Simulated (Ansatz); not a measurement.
Ba2CdMoO6:
```cif
data_Ba2CdMoO6
_chemical_formula_sum 'Ba2 Cd1 Mo1 O6'
_space_group_name_H-M_alt 'P 1'
_space_group_IT_number 1
_cell_length_a 5.90311
_cell_length_b 5.90311
_cell_length_c 5.90311
_cell_angle_alpha 60.000
_cell_angle_beta 60.000
_cell_angle_gamma 60.000
loop_
_space_group_symop_operation_xyz
  'x, y, z'
loop_
_atom_site_label
_atom_site_type_symbol
_atom_site_fract_x
_atom_site_fract_y
_atom_site_fract_z
_atom_site_occupancy
Ba1 Ba 0.25000 0.25000 0.25000 1
Ba2 Ba 0.75000 0.75000 0.75000 1
Cd1 Cd 0.50000 0.50000 0.50000 1
Mo1 Mo 0.00000 0.00000 0.00000 1
O1 O 0.77043 0.22957 0.22957 1
O2 O 0.22957 0.77043 0.77043 1
O3 O 0.22957 0.77043 0.22957 1
O4 O 0.77043 0.22957 0.77043 1
O5 O 0.22957 0.22957 0.77043 1
O6 O 0.77043 0.77043 0.22957 1
```

Relaxed with r²SCAN.

Q: Tabulate the valence density and the electron localisation function along the shortest Mo–O contact (1.92 Å), plane-wave PAW r²SCAN (Ansatz code).

A: 

```
distance from Mo (Å)  density (e/Å³)   ELF
--------------------  --------------  ----
0.19                            6.46  0.41
0.29                            6.51  0.58
0.38                            6.14  0.71
0.48                            5.29  0.76
0.57                            4.15  0.75
0.67                            2.98  0.67
0.77                            2.02  0.51
0.86                            1.37  0.33
0.96                            1.07  0.26
1.05                            1.06  0.35
1.15                            1.27  0.56
1.25                            1.70  0.73
1.34                            2.44  0.79
1.44                            3.51  0.77
1.53                            4.76  0.70
1.63                            5.96  0.56
1.72                            6.88  0.40
```

The density is the valence pseudo-density with augmentation charge, so density and ELF within about 1 Å of a nucleus are not all-electron values.

Space group Fm-3m. The first step of the workflow began from a Materials Project structure, measured or hypothetical; the Crystallography Open Database copy checked does not list it. Its standing as an ambient phase is unchecked. Symmetry was held in the r²SCAN relaxation; its stability against distortions is not shown here. No spin polarisation was allowed. No Hubbard U is applied. Scalar-relativistic: spin–orbit coupling is off unless named, which matters more the heavier the elements.

Potentials: the later of the program's two PAW sets.
